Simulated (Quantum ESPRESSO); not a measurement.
# Band energies of KI

```
CELL_PARAMETERS angstrom
      0.00000     3.50204     3.50204
      3.50204     0.00000     3.50204
      3.50204     3.50204     0.00000
ATOMIC_POSITIONS crystal
  K  0.00000 0.00000 0.00000
  I  0.50000 0.50000 0.50000
```

PBEsol (Quantum ESPRESSO, PseudoDojo norm-conserving, 74 Ry, without SOC); path ΓXWKΓLUWLK,UX; energies in eV from the valence-band maximum.

```
k (1/Å)  point  band 4  band 5  band 6  band 7  band 8  band 9  band 10  band 11
-------  -----  ------  ------  ------  ------  ------  ------  -------  -------
0.00         Γ  -11.84  -10.59    0.00    0.00    0.00    3.87     6.43     6.43
0.22            -11.84  -10.52   -0.35   -0.07   -0.07    4.37     6.04     6.81
0.45            -11.85  -10.43   -0.84   -0.22   -0.22    5.25     5.40     7.59
0.67            -11.86  -10.41   -1.04   -0.34   -0.34    4.95     5.76     7.94
0.90         X  -11.86  -10.43   -1.06   -0.39   -0.39    4.79     5.74     8.11
1.01            -11.86  -10.42   -1.04   -0.43   -0.42    4.90     5.86     8.17
1.23            -11.87  -10.37   -0.89   -0.64   -0.61    5.74     6.49     7.10
1.35         W  -11.88  -10.36   -0.78   -0.78   -0.64    6.38     6.38     6.64
1.50            -11.86  -10.36   -0.88   -0.78   -0.50    5.75     6.64     7.11
1.66         K  -11.85  -10.36   -0.91   -0.81   -0.41    5.50     6.64     7.57
1.77            -11.85  -10.33   -0.98   -0.80   -0.41    5.88     7.02     7.12
2.09            -11.84  -10.35   -1.01   -0.39   -0.30    5.72     6.25     7.31
2.30            -11.84  -10.46   -0.59   -0.15   -0.14    4.78     6.17     6.75
2.51            -11.84  -10.57   -0.09   -0.02   -0.02    4.00     6.37     6.46
2.61         Γ  -11.84  -10.59    0.00    0.00    0.00    3.87     6.43     6.43
2.81            -11.84  -10.53   -0.28   -0.06   -0.06    4.27     6.34     6.60
3.00            -11.84  -10.41   -0.82   -0.19   -0.19    4.99     6.51     7.05
3.20            -11.84  -10.30   -1.25   -0.32   -0.32    5.33     7.26     7.67
3.39         L  -11.84  -10.25   -1.41   -0.37   -0.37    5.41     7.68     8.14
3.72            -11.85  -10.31   -1.16   -0.62   -0.39    5.85     6.94     7.37
3.94         U  -11.85  -10.36   -0.91   -0.81   -0.41    5.50     6.64     7.57
4.15            -11.87  -10.36   -0.85   -0.77   -0.56    5.94     6.64     6.86
4.26         W  -11.88  -10.36   -0.78   -0.78   -0.64    6.38     6.38     6.64
4.44            -11.86  -10.34   -0.99   -0.71   -0.50    6.23     6.48     6.95
4.62            -11.85  -10.29   -1.24   -0.54   -0.40    5.83     6.92     7.58
4.80            -11.84  -10.26   -1.39   -0.39   -0.37    5.47     7.54     8.07
4.89         L  -11.84  -10.25   -1.41   -0.37   -0.37    5.41     7.68     8.14
4.97            -11.84  -10.26   -1.39   -0.38   -0.37    5.45     7.57     8.08
5.21            -11.85  -10.30   -1.19   -0.60   -0.39    5.84     6.94     7.43
5.36            -11.85  -10.34   -0.96   -0.79   -0.41    5.66     6.86     7.31
5.44         K  -11.85  -10.36   -0.91   -0.81   -0.41    5.50     6.64     7.57
5.44         U  -11.85  -10.36   -0.91   -0.81   -0.41    5.50     6.64     7.57
5.76         X  -11.86  -10.43   -1.06   -0.39   -0.39    4.79     5.74     8.11
```

The PBEsol gap is direct, 3.87 eV at Γ.

Spin-orbit coupling is left out, which matters for elements this heavy: edges can move by tenths of an eV.

Geometry relaxed with PBEsol.
